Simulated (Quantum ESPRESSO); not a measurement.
Ga3MgP3S, finding a planted mistake in a log

Simulated, not a measurement. The program is pw.x of Quantum ESPRESSO 7.5 (plane-wave density functional theory). The cell is made up: 8 atoms on a zincblende/diamond lattice, with randomly drawn elements, strain and displacements, not relaxed. PseudoDojo standard norm-conserving files (v0.5 for PBE, v0.4.1 for LDA and PBEsol) set the functional; there is no spin polarisation, spin-orbit coupling or dispersion term, and the masses in the input are unused placeholders.

Intended input:

```
&control calculation='scf', pseudo_dir='./dojo.nc.sr.pbe.v0_5.standard.upf', outdir='./o', disk_io='medium', tprnfor=.true., tstress=.true. /
&system ibrav=0, nat=8, ntyp=4, nbnd=41, ecutwfc=84.00895049, nosym=.true., tot_charge=0,
 occupations='smearing', smearing='fd', degauss=0.0018374661
/
&electrons conv_thr=7.350e-09, electron_maxstep=60, /
ATOMIC_SPECIES
Ga 1.0 Ga.upf
Mg 1.0 Mg.upf
P 1.0 P.upf
S 1.0 S.upf
CELL_PARAMETERS angstrom
5.5023 -0.0184 -0.0537
-0.0184 5.562 -0.0164
-0.0537 -0.0164 5.5508
ATOMIC_POSITIONS angstrom
Ga 0.0564 -0.0443 -0.0398
Ga -0.0459 2.8339 2.7793
Ga 2.6471 0.0441 2.7616
Mg 2.6302 2.6521 0.0218
P 1.2806 1.2899 1.34
P 1.2914 4.1025 4.159
P 4.0135 1.3228 4.124
S 4.0699 4.1268 1.3926
K_POINTS automatic
4 4 4 1 1 1
```

The log is shortened where brackets say so; the opening notice, blank lines, dates and the lines on written files are dropped, and the path of the files is cut. It prints rydbergs, bohrs and kilobars, and counts compression as positive stress. Where no state is partly filled, the Fermi energy that it prints is only some level between the filled and the empty states on the mesh, and need not lie in the true gap.

Log of the intended run:

```
     Program PWSCF v.7.5
     Parallel version (MPI & OpenMP), running on       1 processor cores
     Number of MPI processes:                 1
     Threads/MPI process:                     1
     [start-up lines left out]
     bravais-lattice index     =            0
     lattice parameter (alat)  =      10.3984  a.u.
     unit-cell volume          =    1146.2458 (a.u.)^3
     number of atoms/cell      =            8
     number of atomic types    =            4
     number of electrons       =        70.00
     number of Kohn-Sham states=           41
     kinetic-energy cutoff     =      84.0090  Ry
     charge density cutoff     =     336.0358  Ry
     scf convergence threshold =      7.3E-09
     mixing beta               =       0.7000
     number of iterations used =            8  plain     mixing
     Exchange-correlation= PBE
                           (   1   4   3   4   0   0   0)
     [axes and pseudopotential details left out]
   Cartesian axes
     site n.     atom                  positions (alat units)
         1        Ga     tau(   1) = (   0.0102497  -0.0080508  -0.0072330  )
         2        Ga     tau(   2) = (  -0.0083415   0.5150118   0.5050892  )
         3        Ga     tau(   3) = (   0.4810641   0.0080144   0.5018725  )
         4        Mg     tau(   4) = (   0.4779928   0.4819728   0.0039618  )
         5        P      tau(   5) = (   0.2327267   0.2344168   0.2435216  )
         6        P      tau(   6) = (   0.2346894   0.7455576   0.7558255  )
         7        P      tau(   7) = (   0.7293834   0.2403958   0.7494649  )
         8        S      tau(   8) = (   0.7396331   0.7499737   0.2530807  )
     number of k points=    32  Fermi-Dirac smearing, width (Ry)=  0.0018
                       cart. coord. in units 2pi/alat
        k(    1) = (   0.1266477   0.1244539   0.1255073), wk =   0.0625000
        k(    2) = (   0.1290691   0.1251928   0.3733618), wk =   0.0625000
     [further k points left out]
     Dense  grid:   119313 G-vectors     FFT dimensions: (  64,  64,  64)
     Estimated max dynamical RAM per process >     161.91 MB
     Initial potential from superposition of free atoms
     starting charge      69.9907, renormalised to      70.0000
     Starting wfcs are   48 randomized atomic wfcs
     total cpu time spent up to now is       11.6 secs
     per-process dynamical memory:    92.4 Mb
     Self-consistent Calculation
     iteration #  1     ecut=    84.01 Ry     beta= 0.70
     Davidson diagonalization with overlap
     ethr =  1.00E-02,  avg # of iterations =  4.0
     Threshold (ethr) on eigenvalues was too large:
     Diagonalizing with lowered threshold
     Davidson diagonalization with overlap
     ethr =  5.65E-04,  avg # of iterations =  2.0
     total cpu time spent up to now is       70.7 secs
     total energy              =    -641.34105336 Ry
     estimated scf accuracy    <       0.39439831 Ry
     iteration #  2     ecut=    84.01 Ry     beta= 0.70
     Davidson diagonalization with overlap
     ethr =  5.63E-04,  avg # of iterations =  3.7
     total cpu time spent up to now is      104.7 secs
     total energy              =    -641.43654627 Ry
     estimated scf accuracy    <       0.12561185 Ry
     [iterations 3 to 8 left out]
     iteration #  9     ecut=    84.01 Ry     beta= 0.70
     Davidson diagonalization with overlap
     ethr =  2.32E-10,  avg # of iterations =  2.7
     total cpu time spent up to now is      379.9 secs
     total energy              =    -641.46502176 Ry
     estimated scf accuracy    <       0.00000003 Ry
     iteration # 10     ecut=    84.01 Ry     beta= 0.70
     Davidson diagonalization with overlap
     ethr =  3.87E-11,  avg # of iterations =  2.2
     total cpu time spent up to now is      402.7 secs
     End of self-consistent calculation
     [lines on levels left out]
     the Fermi energy is     7.1885 ev
!    total energy              =    -641.46502176 Ry
     estimated scf accuracy    <          2.3E-09 Ry
     smearing contrib. (-TS)   =      -0.00000000 Ry
     internal energy E=F+TS    =    -641.46502176 Ry
     The total energy is F=E-TS. E is the sum of the following terms:
     one-electron contribution =    -340.20088231 Ry
     hartree contribution      =     210.83826401 Ry
     xc contribution           =    -160.24276286 Ry
     ewald contribution        =    -351.85964060 Ry
     convergence has been achieved in  10 iterations
     Forces acting on atoms (cartesian axes, Ry/au):
     atom    1 type  1   force =    -0.03447681    0.00482114   -0.02485559
     atom    2 type  1   force =    -0.00721067   -0.05316226    0.01186244
     atom    3 type  1   force =    -0.00788372   -0.01614805    0.01776989
     atom    4 type  2   force =     0.03130622    0.01956587   -0.00985300
     atom    5 type  3   force =    -0.02702866    0.00459129    0.04941721
     atom    6 type  3   force =     0.00822765    0.02493858   -0.02178354
     atom    7 type  3   force =     0.03954549   -0.00069883   -0.01153756
     atom    8 type  4   force =    -0.00247952    0.01609226   -0.01101986
     Total force =     0.115711     Total SCF correction =     0.000142
     Computing stress (Cartesian axis) and pressure
          total   stress  (Ry/bohr**3)                   (kbar)     P=       24.44
   0.00018993   0.00004175   0.00009666           27.94        6.14       14.22
   0.00004175   0.00014842   0.00001983            6.14       21.83        2.92
   0.00009666   0.00001983   0.00016001           14.22        2.92       23.54
     init_run     :     10.89s CPU     11.53s WALL (       1 calls)
     electrons    :    385.36s CPU    391.12s WALL (       1 calls)
     forces       :      3.58s CPU      3.61s WALL (       1 calls)
     stress       :     13.71s CPU     13.79s WALL (       1 calls)
     [timing details left out]
     PWSCF        :   6m53.68s CPU   7m 0.31s WALL
     JOB DONE.
```

A second run was made from an input with one planted mistake. Its log:

```
     Program PWSCF v.7.5
     Parallel version (MPI & OpenMP), running on       1 processor cores
     Number of MPI processes:                 1
     Threads/MPI process:                     1
     [start-up lines left out]
     bravais-lattice index     =            0
     lattice parameter (alat)  =      10.3984  a.u.
     unit-cell volume          =    1146.2458 (a.u.)^3
     number of atoms/cell      =            8
     number of atomic types    =            4
     number of electrons       =        71.00
     number of Kohn-Sham states=           42
     kinetic-energy cutoff     =      84.0090  Ry
     charge density cutoff     =     336.0358  Ry
     scf convergence threshold =      7.3E-09
     mixing beta               =       0.7000
     number of iterations used =            8  plain     mixing
     Exchange-correlation= PBE
                           (   1   4   3   4   0   0   0)
     [axes and pseudopotential details left out]
   Cartesian axes
     site n.     atom                  positions (alat units)
         1        Ga     tau(   1) = (   0.0102497  -0.0080508  -0.0072330  )
         2        Ga     tau(   2) = (  -0.0083415   0.5150118   0.5050892  )
         3        Ga     tau(   3) = (   0.4810641   0.0080144   0.5018725  )
         4        Mg     tau(   4) = (   0.4779928   0.4819728   0.0039618  )
         5        P      tau(   5) = (   0.2327267   0.2344168   0.2435216  )
         6        P      tau(   6) = (   0.2346894   0.7455576   0.7558255  )
         7        P      tau(   7) = (   0.7293834   0.2403958   0.7494649  )
         8        S      tau(   8) = (   0.7396331   0.7499737   0.2530807  )
     number of k points=    32  Fermi-Dirac smearing, width (Ry)=  0.0018
                       cart. coord. in units 2pi/alat
        k(    1) = (   0.1266477   0.1244539   0.1255073), wk =   0.0625000
        k(    2) = (   0.1290691   0.1251928   0.3733618), wk =   0.0625000
     [further k points left out]
     Dense  grid:   119313 G-vectors     FFT dimensions: (  64,  64,  64)
     Estimated max dynamical RAM per process >     163.06 MB
     Initial potential from superposition of free atoms
     starting charge      69.9907, renormalised to      71.0000
     Starting wfcs are   48 randomized atomic wfcs
     total cpu time spent up to now is       19.2 secs
     per-process dynamical memory:   101.5 Mb
     Self-consistent Calculation
     iteration #  1     ecut=    84.01 Ry     beta= 0.70
     Davidson diagonalization with overlap
     ethr =  1.00E-02,  avg # of iterations =  4.1
     Threshold (ethr) on eigenvalues was too large:
     Diagonalizing with lowered threshold
     Davidson diagonalization with overlap
     ethr =  9.54E-04,  avg # of iterations =  1.2
     total cpu time spent up to now is      135.9 secs
     total energy              =    -640.60217538 Ry
     estimated scf accuracy    <       0.68177184 Ry
     iteration #  2     ecut=    84.01 Ry     beta= 0.70
     Davidson diagonalization with overlap
     ethr =  9.60E-04,  avg # of iterations =  2.9
     total cpu time spent up to now is      187.5 secs
     total energy              =    -640.80590651 Ry
     estimated scf accuracy    <       0.26619864 Ry
     [iterations 3 to 9 left out]
     iteration # 10     ecut=    84.01 Ry     beta= 0.70
     Davidson diagonalization with overlap
     ethr =  1.41E-10,  avg # of iterations =  2.5
     total cpu time spent up to now is      560.3 secs
     total energy              =    -640.86354401 Ry
     estimated scf accuracy    <          9.7E-09 Ry
     iteration # 11     ecut=    84.01 Ry     beta= 0.70
     Davidson diagonalization with overlap
     ethr =  1.37E-11,  avg # of iterations =  3.5
     total cpu time spent up to now is      622.9 secs
     End of self-consistent calculation
     [lines on levels left out]
     the Fermi energy is     8.4805 ev
!    total energy              =    -640.86354401 Ry
     estimated scf accuracy    <          1.5E-09 Ry
     smearing contrib. (-TS)   =      -0.00056901 Ry
     internal energy E=F+TS    =    -640.86297501 Ry
     The total energy is F=E-TS. E is the sum of the following terms:
     one-electron contribution =    -339.08381145 Ry
     hartree contribution      =     211.02629472 Ry
     xc contribution           =    -160.94581768 Ry
     ewald contribution        =    -351.85964060 Ry
     convergence has been achieved in  11 iterations
     Forces acting on atoms (cartesian axes, Ry/au):
     atom    1 type  1   force =    -0.02890454    0.00101004   -0.02545717
     atom    2 type  1   force =    -0.00277748   -0.05341897    0.00725906
     atom    3 type  1   force =    -0.01422308   -0.01797891    0.01318597
     atom    4 type  2   force =     0.02846759    0.01919881   -0.00881140
     atom    5 type  3   force =    -0.02477965    0.00684845    0.04840605
     atom    6 type  3   force =     0.00968563    0.02681413   -0.01601627
     atom    7 type  3   force =     0.03913777    0.00290217   -0.00635213
     atom    8 type  4   force =    -0.00660623    0.01462429   -0.01221411
     Total force =     0.111424     Total SCF correction =     0.000145
     Computing stress (Cartesian axis) and pressure
          total   stress  (Ry/bohr**3)                   (kbar)     P=      145.79
   0.00099281  -0.00000512   0.00006800          146.05       -0.75       10.00
  -0.00000512   0.00098064   0.00001895           -0.75      144.26        2.79
   0.00006800   0.00001895   0.00099980           10.00        2.79      147.08
     init_run     :     18.07s CPU     19.03s WALL (       1 calls)
     electrons    :    584.10s CPU    603.68s WALL (       1 calls)
     forces       :      6.59s CPU      6.70s WALL (       1 calls)
     stress       :     26.85s CPU     27.09s WALL (       1 calls)
     [timing details left out]
     PWSCF        :  10m35.99s CPU  10m57.37s WALL
     JOB DONE.
```

Question: what was wrong in the second input?

Answer: the cell has the wrong charge. The input lines that differ, file-writing options aside:

```
- &system ibrav=0, nat=8, ntyp=4, nbnd=41, ecutwfc=84.00895049, nosym=.true., tot_charge=0,
+ &system ibrav=0, nat=8, ntyp=4, nbnd=42, ecutwfc=84.00895049, nosym=.true., tot_charge=-1,
```

```
                                            intended run  run with the mistake
                          free energy (eV)     -8727.576             -8719.393
                    smearing term -TS (eV)        0.0000               -0.0077
                            pressure (GPa)          2.44                 14.58
            largest force component (eV/Å)         1.367                 1.373
largest change of a force component (eV/Å)                               0.163
                                iterations            10                    11
```

For scale, a rerun of the intended cell at 1437 eV and a 6 x 6 x 6 mesh moved values by no more than 0.007 eV in energy, 0.02 GPa in stress and 0.004 eV/Å in force. The charged cell sits in a uniform background, so its energy and stress rest on the program's zero of potential. The number of bands, nbnd, was set by rule from the electron count and the smearing, so it follows the mistake.